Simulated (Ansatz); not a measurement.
KBr3O: relaxation (Ansatz)

The input file (Ansatz 0.2.0, plane waves):

```yaml
crystal:
  lattice:
    - [0.0, 4.020175, 0.0]
    - [8.781346, -2.010088, 0.0]
    - [3.891708, 0.0, -8.8782]
  atoms:
    - { symbol: O, position: [0.731, 0.462, 0.579] }
    - { symbol: O, position: [0.269, 0.538, 0.421] }
    - { symbol: K, position: [0.196, 0.392, 0.6849] }
    - { symbol: K, position: [0.804, 0.608, 0.3151] }
    - { symbol: Br, position: [0.33, 0.66, 0.7505] }
    - { symbol: Br, position: [0.67, 0.34, 0.2495] }
    - { symbol: Br, position: [0.6169, 0.2338, 0.9341] }
    - { symbol: Br, position: [0.3831, 0.7662, 0.0659] }
    - { symbol: Br, position: [0.0479, 0.0958, 0.6497] }
    - { symbol: Br, position: [0.9521, 0.9042, 0.3503] }
  symmetry: { tolerance: 0.0003 }
kpoints:
  mp_grid: { grid: [5, 5, 2], shift: [0, 0, 0] }
magnetization:
  spin_polarized: false
scf:
  occupations: { method: fermi_dirac }
  lower_state_search: "off"
hamiltonian:
  pseudopotentials: { kind: paw }
  xc: r2scan
basis:
  ecutwfc: 500
  fft_grid_basis: typed
relax:
  max_steps: 60
  cell: { p_target: 0.0 }
output:
  forces: true
  stress: true
  eigenvalues: true
  populations: true
  elf: true
  write_potential: true
  volumetric_format: npy
  dos:
    e_range: [-12, 8]
    de: 0.05
    projected: { site_lists: { Br: [Br], K: [K], O: [O] } }
  write_density: true
  bader: false
checkpoint:
  read: saved_state
```

The command:

```bash
ansatz run input.yaml --threads 2 --pin off --max-ram 2560MiB --backend cpu --events-out ev --progress --plain --runs-dir out
```

Origin of the cell: a known structure type with other elements, at an estimated volume, so it need not be a known compound.

The smearing width isn't typed, so it takes its default of 0.1 eV.

The saved state is a converged single point of the same cell.

Steps («new basis» is an SCF on plane waves selected anew at the same cell):

| step | ΔF (meV/atom) | max force component (eV/Å) | P (GPa) | volume (Å³) | SCF iterations | step was |
| --- | --- | --- | --- | --- | --- | --- |
| 1 | 0.0 | 1.895 | 3.29 | 313.42 | 7 | accepted |
| 2 | -174.0 | 1.621 | 1.20 | 315.60 | 12 | accepted |
| 3 | -375.2 | 1.689 | -0.50 | 316.27 | 11 | accepted |
| 4 | -578.9 | 1.883 | -1.01 | 313.36 | 10 | accepted |
| 5 | -649.9 | 1.748 | 1.83 | 309.67 | 9 | accepted |
| 6 | -697.5 | 0.829 | -0.55 | 314.19 | 8 | accepted |
| 7 | -762.0 | 0.413 | -0.53 | 315.12 | 8 | accepted |
| 8 | -795.8 | 0.746 | 0.27 | 311.59 | 9 | accepted |
| 9 | -820.1 | 0.490 | -0.10 | 308.93 | 9 | accepted |
| 10 | -866.4 | 0.709 | -0.04 | 300.66 | 8 | accepted |
| 11 | -936.6 | 1.051 | 0.54 | 290.99 | 8 | accepted |
| 12 | -996.7 | 0.972 | 1.57 | 282.97 | 8 | accepted |
| 13 | -1047.5 | 0.838 | 1.58 | 279.56 | 9 | accepted |
| 14 | -1063.0 | 1.881 | 2.57 | 283.99 | 9 | accepted |
| 15 | -1086.3 | 1.077 | -0.72 | 299.37 | 8 | accepted |
| 16 | -1107.9 | 0.244 | -0.18 | 298.42 | 8 | accepted |
| 17 | -1117.0 | 0.178 | -0.12 | 302.64 | 7 | accepted |
| 18 | -1121.6 | 0.590 | 0.10 | 305.73 | 8 | accepted |
| 19 | -1127.2 | 0.456 | -0.06 | 306.80 | 7 | accepted |
| 20 | -1131.1 | 0.108 | -0.03 | 305.76 | 7 | accepted |
| 21 | -1129.7 | 0.257 | -0.06 | 303.86 | 8 | rejected |
| 22 | -1133.9 | 0.120 | 0.10 | 303.80 | 10 | accepted |
| 23 | -1134.2 | 0.033 | -0.02 | 304.26 | 7 | accepted |
| 24 | -1134.3 | 0.021 | -0.02 | 303.16 | 7 | accepted |
| 25 | -1134.3 | 0.008 | 0.00 | 303.43 | 7 | accepted |
| 26 | -1138.9 | 0.011 | 0.20 | 303.43 | 8 | new basis |
| 27 | -1140.0 | 0.047 | 0.09 | 306.15 | 6 | accepted |
| 28 | -1141.4 | 0.240 | 0.11 | 309.22 | 8 | accepted |
| 29 | -1139.5 | 0.280 | 0.27 | 305.38 | 7 | rejected |
| 30 | -1142.4 | 0.094 | -0.11 | 308.05 | 10 | accepted |
| 31 | -1142.5 | 0.049 | -0.01 | 306.79 | 6 | accepted |
| 32 | -1142.6 | 0.040 | 0.05 | 305.83 | 7 | accepted |
| 33 | -1142.6 | 0.006 | -0.01 | 306.18 | 6 | accepted |
| 34 | -1142.7 | 0.005 | -0.01 | 305.86 | 8 | accepted |
| 35 | -1142.7 | 0.005 | 0.00 | 305.51 | 8 | accepted |
| 36 | -1142.8 | 0.005 | 0.00 | 305.51 | 6 | new basis |

Step 1, with forces in eV/Å:

```xyz
10
Lattice="0.000 4.020 0.000 8.781 -2.010 0.000 3.892 0.000 -8.878" Properties=species:S:1:pos:R:3:forces:R:3 pbc="T T T" step=1
O     6.310    2.010   -5.140    0.124    0.000    1.189
O     6.363    0.000   -3.738   -0.124    0.000   -1.189
K     6.108    0.000   -6.081   -0.675    0.000   -1.262
K     6.565    2.010   -2.798    0.675    0.000    1.262
Br    8.716    0.000   -6.663    1.895    0.000   -0.619
Br    3.957    2.010   -2.215   -1.895    0.000    0.619
Br    5.688    2.010   -8.293    0.015    0.000   -0.635
Br    6.985    0.000   -0.585   -0.015    0.000    0.635
Br    3.370    0.000   -5.768   -1.291    0.000    0.147
Br    9.303    2.010   -3.110    1.291    0.000   -0.147
```

Step 4, with forces in eV/Å:

```xyz
10
Lattice="0.000 4.011 0.000 8.817 -2.005 0.231 3.674 0.000 -8.765" Properties=species:S:1:pos:R:3:forces:R:3 pbc="T T T" step=4
O     6.207    2.005   -4.628    0.034    0.000    0.828
O     6.283    0.000   -3.907   -0.034    0.000   -0.828
K     5.913    0.000   -6.291   -0.034    0.000   -0.086
K     6.578    2.005   -2.243    0.034    0.000    0.086
Br    9.088    0.000   -6.683    0.875    0.000   -1.300
Br    3.402    2.005   -1.851   -0.875    0.000    1.300
Br    5.519    2.005   -8.576    0.760    0.000   -1.883
Br    6.972    0.000    0.041   -0.760    0.000    1.883
Br    2.851    0.000   -5.653   -0.091    0.000    0.433
Br    9.639    2.005   -2.882    0.091    0.000   -0.433
```

Step 6, with forces in eV/Å:

```xyz
10
Lattice="0.000 3.919 0.000 8.996 -1.960 0.394 3.588 0.000 -8.754" Properties=species:S:1:pos:R:3:forces:R:3 pbc="T T T" step=6
O     6.270    1.960   -4.460   -0.112    0.000    0.294
O     6.314    0.000   -3.900    0.112    0.000   -0.294
K     5.882    0.000   -6.232   -0.020    0.000   -0.268
K     6.702    1.960   -2.128    0.020    0.000    0.268
Br    9.251    0.000   -6.504    0.148    0.000   -0.519
Br    3.332    1.960   -1.857   -0.148    0.000    0.519
Br    5.465    1.960   -8.756    0.263    0.000   -0.829
Br    7.118    0.000    0.396   -0.263    0.000    0.829
Br    2.841    0.000   -5.527   -0.095    0.000    0.416
Br    9.742    1.960   -2.833    0.095    0.000   -0.416
```

Step 9, with forces in eV/Å:

```xyz
10
Lattice="0.000 3.694 0.000 9.422 -1.847 1.165 2.998 0.000 -8.505" Properties=species:S:1:pos:R:3:forces:R:3 pbc="T T T" step=9
O     6.125    1.847   -3.853   -0.302    0.000    0.147
O     6.296    0.000   -3.487    0.302    0.000   -0.147
K     5.596    0.000   -5.851    0.069    0.000    0.239
K     6.824    1.847   -1.489   -0.069    0.000   -0.239
Br    8.891    0.000   -5.498   -0.490    0.000    0.333
Br    3.529    1.847   -1.841    0.490    0.000   -0.333
Br    4.889    1.847   -8.656   -0.345    0.000    0.250
Br    7.531    0.000    1.316    0.345    0.000   -0.250
Br    2.433    0.000   -5.009   -0.086    0.000   -0.183
Br    9.988    1.847   -2.330    0.086    0.000    0.183
```

Step 12, with forces in eV/Å:

```xyz
10
Lattice="0.000 3.699 0.000 9.344 -1.849 1.868 2.252 0.000 -7.737" Properties=species:S:1:pos:R:3:forces:R:3 pbc="T T T" step=12
O     5.509    1.849   -2.995   -0.112    0.000   -0.026
O     6.087    0.000   -2.874    0.112    0.000    0.026
K     5.053    0.000   -5.116   -0.533    0.000   -0.265
K     6.543    1.849   -0.754    0.533    0.000    0.265
Br    7.827    0.000   -4.228   -0.572    0.000    0.972
Br    3.769    1.849   -1.642    0.572    0.000   -0.972
Br    4.130    1.849   -7.823   -0.517    0.000    0.722
Br    7.467    0.000    1.954    0.517    0.000   -0.722
Br    1.857    0.000   -4.716    0.210    0.000   -0.892
Br    9.739    1.849   -1.154   -0.210    0.000    0.892
```

Step 14, with forces in eV/Å:

```xyz
10
Lattice="0.000 3.813 0.000 9.775 -1.906 2.254 2.053 0.000 -7.147" Properties=species:S:1:pos:R:3:forces:R:3 pbc="T T T" step=14
O     5.626    1.906   -2.480    0.363    0.000   -0.831
O     6.203    0.000   -2.413   -0.363    0.000    0.831
K     4.787    0.000   -4.625    0.055    0.000    0.112
K     7.042    1.906   -0.268   -0.055    0.000   -0.112
Br    7.777    0.000   -3.396    0.407    0.000   -0.501
Br    4.052    1.906   -1.496   -0.407    0.000    0.501
Br    3.967    1.906   -7.037   -0.215    0.000    0.351
Br    7.861    0.000    2.144    0.215    0.000   -0.351
Br    1.552    0.000   -4.535    0.756    0.000   -1.881
Br   10.277    1.906   -0.358   -0.756    0.000    1.881
```

Step 17, with forces in eV/Å:

```xyz
10
Lattice="0.000 4.093 0.000 9.800 -2.047 2.207 2.111 0.000 -7.069" Properties=species:S:1:pos:R:3:forces:R:3 pbc="T T T" step=17
O     5.578    2.047   -2.513   -0.113    0.000    0.131
O     6.333    0.000   -2.349    0.113    0.000   -0.131
K     4.633    0.000   -4.342   -0.059    0.000    0.031
K     7.278    2.047   -0.520    0.059    0.000   -0.031
Br    7.806    0.000   -3.485   -0.026    0.000   -0.001
Br    4.105    2.047   -1.377    0.026    0.000    0.001
Br    4.043    2.047   -6.709    0.038    0.000   -0.059
Br    7.868    0.000    1.847   -0.038    0.000    0.059
Br    1.303    0.000   -4.675   -0.178    0.000    0.121
Br   10.608    2.047   -0.187    0.178    0.000   -0.121
```

Step 19, with forces in eV/Å:

```xyz
10
Lattice="0.000 4.204 0.000 9.674 -2.102 1.965 2.301 0.000 -7.077" Properties=species:S:1:pos:R:3:forces:R:3 pbc="T T T" step=19
O     5.526    2.102   -2.594    0.255    0.000   -0.065
O     6.449    0.000   -2.518   -0.255    0.000    0.065
K     4.452    0.000   -4.260   -0.017    0.000   -0.007
K     7.523    2.102   -0.852    0.017    0.000    0.007
Br    7.771    0.000   -3.747    0.182    0.000   -0.149
Br    4.204    2.102   -1.365   -0.182    0.000    0.149
Br    4.309    2.102   -6.696   -0.023    0.000    0.004
Br    7.665    0.000    1.584    0.023    0.000   -0.004
Br    1.140    0.000   -4.736   -0.108    0.000    0.456
Br   10.834    2.102   -0.376    0.108    0.000   -0.456
```

Step 23, with forces in eV/Å:

```xyz
10
Lattice="0.000 4.157 0.000 9.945 -2.079 1.808 2.580 0.000 -6.890" Properties=species:S:1:pos:R:3:forces:R:3 pbc="T T T" step=23
O     5.867    2.079   -2.520    0.001    0.000   -0.023
O     6.658    0.000   -2.562   -0.001    0.000    0.023
K     4.521    0.000   -4.100    0.000    0.000    0.007
K     8.004    2.079   -0.982    0.000    0.000   -0.007
Br    7.998    0.000   -3.796   -0.004    0.000   -0.024
Br    4.526    2.079   -1.286    0.004    0.000    0.024
Br    4.817    2.079   -6.502   -0.013    0.000   -0.033
Br    7.708    0.000    1.420    0.013    0.000    0.033
Br    1.134    0.000   -4.616   -0.004    0.000   -0.002
Br   11.390    2.079   -0.466    0.004    0.000    0.002
```

Step 27, with forces in eV/Å:

```xyz
10
Lattice="0.000 4.159 0.000 10.045 -2.080 1.888 2.543 0.000 -6.850" Properties=species:S:1:pos:R:3:forces:R:3 pbc="T T T" step=27
O     5.901    2.080   -2.463    0.018    0.000   -0.016
O     6.686    0.000   -2.499   -0.018    0.000    0.016
K     4.549    0.000   -4.043   -0.023    0.000    0.005
K     8.038    2.080   -0.919    0.023    0.000   -0.005
Br    8.034    0.000   -3.724    0.039    0.000   -0.019
Br    4.553    2.080   -1.238   -0.039    0.000    0.019
Br    4.768    2.080   -6.456    0.003    0.000   -0.015
Br    7.820    0.000    1.494   -0.003    0.000    0.015
Br    1.114    0.000   -4.597   -0.001    0.000    0.047
Br   11.474    2.080   -0.365    0.001    0.000   -0.047
```

Step 30, with forces in eV/Å:

```xyz
10
Lattice="0.000 4.150 0.000 10.348 -2.075 2.332 2.228 0.000 -6.671" Properties=species:S:1:pos:R:3:forces:R:3 pbc="T T T" step=30
O     5.919    2.075   -2.163    0.015    0.000   -0.005
O     6.657    0.000   -2.175   -0.015    0.000    0.005
K     4.494    0.000   -3.723   -0.003    0.000   -0.006
K     8.083    2.075   -0.615    0.003    0.000    0.006
Br    8.073    0.000   -3.342    0.019    0.000   -0.021
Br    4.503    2.075   -0.996   -0.019    0.000    0.021
Br    4.346    2.075   -6.156    0.028    0.000   -0.012
Br    8.231    0.000    1.818   -0.028    0.000    0.012
Br    0.920    0.000   -4.499    0.017    0.000    0.094
Br   11.656    2.075    0.161   -0.017    0.000   -0.094
```

Step 36, with forces in eV/Å:

```xyz
10
Lattice="0.000 4.117 0.000 10.349 -2.059 2.405 2.155 0.000 -6.669" Properties=species:S:1:pos:R:3:forces:R:3 pbc="T T T" step=36
O     5.898    2.059   -2.131   -0.003    0.000    0.001
O     6.607    0.000   -2.133    0.003    0.000   -0.001
K     4.458    0.000   -3.698    0.000    0.000    0.000
K     8.046    2.059   -0.566    0.000    0.000    0.000
Br    8.034    0.000   -3.303    0.000    0.000    0.001
Br    4.471    2.059   -0.960    0.000    0.000   -0.001
Br    4.263    2.059   -6.138    0.002    0.000    0.000
Br    8.241    0.000    1.875   -0.002    0.000    0.000
Br    0.880    0.000   -4.493    0.000    0.000   -0.005
Br   11.624    2.059    0.229    0.000    0.000    0.005
```

```yaml
Free_energy_lowered_by: 1142.8 meV/atom
Volume_change: -2.53 %
Final_pressure: 0.00 GPa
Relaxation_steps_listed: 36
```

Caveats: the k mesh is coarse if the cell is a metal; the relaxation held the start's symmetry, so the end may be a saddle point.

It ran for 17 min on 2 threads of Arm Neoverse V1, with other jobs on the host, peak memory 1.3 GiB, from a saved density.
